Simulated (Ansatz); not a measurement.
Given:

Relaxed Pb (fcc, Cu type):

```
CELL_PARAMETERS angstrom
      0.00000     5.03412     5.03412
      2.51706     2.51706     5.03412
      2.51706     2.51706     0.00000
ATOMIC_POSITIONS crystal
  Pb 0.00000 0.00000 0.00000
  Pb 0.50000 0.00000 0.00000
```

The atoms are displaced by Q × the pattern below (from a DFPT mode at X = (0.5, 0.5, 0.0), largest move 1; Q in Å), at fixed cell. (q is in reciprocal vectors of the primitive cell; the cell shown is doubled to hold the pattern.)

```json
[
 {"atom": "Pb1", "x": "0.000", "y": "0.000", "z": "-1.000"},
 {"atom": "Pb2", "x": "0.000", "y": "0.000", "z": "1.000"}
]
```

Calculation: PBE (plane waves to 420 eV, PAW, scalar-relativistic; Ansatz, a program for electronic structure). k mesh 16×16×16 (Γ-centred), Fermi-Dirac smearing 0.05 eV. The energy includes the smearing's −TS. With partly filled bands, energies and forces of such displacements shift with the k mesh and the smearing. Pb was relaxed with its symmetry unable to fall. Spin-orbit coupling is left out, though Pb is heavy. The PAW data are Ansatz's earlier set. The relaxed volume of Pb is well above the measured one; the method has no dispersion term. ΔE is measured from the undisplaced structure.

The scan covers Q from -0.180 to 0.180 Å in 13 points.

Problem. Is this a single well or a double well?

Solution. A single well with its minimum at or next to zero displacement.

Problem. Which space group does the distorted structure have?

Solution. P4/nmm (No. 129), lowered from Fm-3m.

Problem. What is the energy change at Q = 0.180 Å?

Solution. 99 meV/cell.

Problem. What harmonic wavenumber does the curvature at Q = 0 give?

Solution. 61 cm⁻¹.

(For displaced atoms, the force is minus the slope of the energy, and its curvature is a force constant, which sets phonon frequencies.)
